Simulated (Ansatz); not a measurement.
Input:

WS₂:
```yaml
crystal:
  lattice:
    - [1.56506, 0.90359, 6.05935]
    - [-1.56506, 0.90359, 6.05935]
    - [0.00000, -1.80718, 6.05935]
  atoms:
    - { symbol: W, position: [0.99934, 0.99934, 0.99934] }
    - { symbol: S, position: [0.58015, 0.58015, 0.58015] }
    - { symbol: S, position: [0.75181, 0.75181, 0.75181] }
```

This is the LDA-relaxed structure. x, y and z are the axes in which the lattice vectors are written.

Q: All from DFT-LDA in the program Ansatz with PAW potentials, unless another level is named. Estimate the Young's modulus.

A: 110 GPa.

Q: Give the piezoelectric stress constants (proper, relaxed ions, C/m²).

A: e15 = e24 = -0.04, e16 = e21 = -0.44, e22 = 0.44, e33 = -0.14.

Space group R3m. The first step of the workflow began from a Materials Project structure, measured or hypothetical; the Crystallography Open Database files this formula in space group No. 160, but the cells were not matched. It is not the phase usual at ambient conditions (space group No. 194). Symmetry was held in the LDA relaxation; whether a distortion lowers the energy is not shown. The run is not spin-polarised. A crystal of weakly bound layers computed without a dispersion correction: the cell and the soft elastic constants depend strongly on that. Signs of piezoelectric constants follow the polarity of the cell as given. Scalar-relativistic: spin–orbit coupling is off unless named, which matters more the heavier the elements.

Potentials: the earlier of the program's two PAW sets. The files were generated under PBE; for other functionals the program regenerates the frozen cores, and for LDA and PBEsol the local potential too.
